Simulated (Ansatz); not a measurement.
**Defects and dopants in La2Tl3Sn3**

Calculated with the plane-wave PAW code Ansatz (scalar-relativistic, PAW set soft_2), not measured. The host crystal, relaxed (Kohn–Sham gap 0.00 eV):

```cif
data_structure
_symmetry_space_group_name_H-M 'P 1'
_symmetry_Int_Tables_number 1
_cell_length_a 4.7387
_cell_length_b 4.7466
_cell_length_c 9.6201
_cell_angle_alpha 90.000
_cell_angle_beta 90.000
_cell_angle_gamma 90.000
_cell_volume 216.38
loop_
_atom_site_label
_atom_site_type_symbol
_atom_site_fract_x
_atom_site_fract_y
_atom_site_fract_z
_atom_site_occupancy
La1 La 0.00000 0.00000 0.25735 1
La2 La 0.00000 0.00000 0.74265 1
Sn1 Sn 0.50000 0.50000 0.25415 1
Sn2 Sn 0.50000 0.50000 0.74585 1
Sn3 Sn 0.00000 0.50000 0.50000 1
Tl1 Tl 0.00000 0.50000 0.00000 1
Tl2 Tl 0.50000 0.00000 0.50000 1
Tl3 Tl 0.50000 0.00000 0.00000 1
```

Atoms are relaxed in small periodic supercells at the host's cell. Formation energies are those of the neutral defect, with atoms from and to the elements' standard states and no corrections; they are left out where an element with a U changes, an open 4f shell is known to end too high at times, atoms moved far or the cell holds a carrier in a band. Distances are those to the atoms of the nearest element, out to 1.25 times the shortest (mean and range); atoms of other elements can lie among them. They are left out where the atom moved off its site or the cell is too small to hold the shell. Moments under 0.05 μB aren't shown.

| defect | method | host atoms | formation energy (eV) | nearest element, host → defect (Å) | notes |
| --- | --- | --- | --- | --- | --- |
| N interstitial | PBEsol | 32 | – | 3 Sn: 2.38 (2.37 to 2.41) → 2.35 (2.21 to 2.45) | a b c |
| Tl interstitial | PBEsol | 32 | – | – | a b c |
| Pb on a Sn site | PBEsol | 32 | ? | ? | – |
| La vacancy | PBEsol | 32 | – | 6 Tl: 3.39 (3.33 to 3.43) → 3.26 (3.12 to 3.34) | b c |

Notes: a, one start site alone, and another structure may lie lower; b, the neutral cell holds a carrier in a band of the host; c, the run had no spin, so the odd electron couldn't take a moment, and a state with one unpaired electron may lie lower.

Problem. What does the calculation give for the withheld row?

Solution. formation energy (eV): -0.03; nearest element, host → defect (Å): 2 Sn: 3.35 → 3.60.

Caveats: one start alone; small cells.
